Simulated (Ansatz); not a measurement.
CdHgTe₂:
```cif
data_Cd3Hg3Te6
_chemical_formula_sum 'Cd3 Hg3 Te6'
_space_group_name_H-M_alt 'R3m :H'
_space_group_IT_number 160
_space_group_name_Hall 'R 3 -2"'
_cell_length_a 4.59886
_cell_length_b 4.59886
_cell_length_c 22.48475
_cell_angle_alpha 90.000
_cell_angle_beta 90.000
_cell_angle_gamma 120.000
loop_
_atom_site_label
_atom_site_type_symbol
_atom_site_symmetry_multiplicity
_atom_site_Wyckoff_symbol
_atom_site_fract_x
_atom_site_fract_y
_atom_site_fract_z
_atom_site_occupancy
Cd1 Cd 3 a 0.00000 0.00000 0.99973 1
Hg1 Hg 3 a 0.00000 0.00000 0.49998 1
Te1 Te 3 a 0.00000 0.00000 0.12488 1
Te2 Te 3 a 0.00000 0.00000 0.62542 1
```
(The calculation used a cell of 4 atoms; values per cell refer to that cell.)

Relaxed with PBEsol.

Problem. Tabulate the valence density and the electron localisation function along the shortest Hg–Te contact (2.82 Å), plane-wave PAW PBEsol (Ansatz code).

Solution. 

| distance from Hg (Å) | density (e/Å³) | ELF |
|---|---|---|
| 0.28 | 13.54 | 0.65 |
| 0.42 | 10.09 | 0.57 |
| 0.56 | 6.68 | 0.52 |
| 0.70 | 3.84 | 0.47 |
| 0.84 | 1.84 | 0.39 |
| 0.99 | 0.86 | 0.30 |
| 1.13 | 0.53 | 0.24 |
| 1.27 | 0.40 | 0.28 |
| 1.41 | 0.37 | 0.42 |
| 1.55 | 0.41 | 0.56 |
| 1.69 | 0.51 | 0.59 |
| 1.83 | 0.67 | 0.54 |
| 1.97 | 0.99 | 0.48 |
| 2.11 | 2.13 | 0.36 |
| 2.25 | 4.76 | 0.18 |
| 2.39 | 8.69 | 0.05 |
| 2.53 | 12.96 | 0.01 |

The density is the valence pseudo-density with augmentation charge, so density and ELF within about 1 Å of a nucleus are not all-electron values.

The first step of the workflow began from a Materials Project structure, measured or hypothetical; the Crystallography Open Database copy checked does not list it. With Cd and Hg taken as one species the cell has the higher symmetry F-43m, so it may be an ordered model of a mixed-site phase. Its standing as an ambient phase is unchecked. The cell was relaxed with PBEsol under the symmetry of its start; whether a distortion lowers the energy is not shown. Spin–orbit coupling is left out wherever it is not named.

Potentials: the later of the program's two PAW sets.
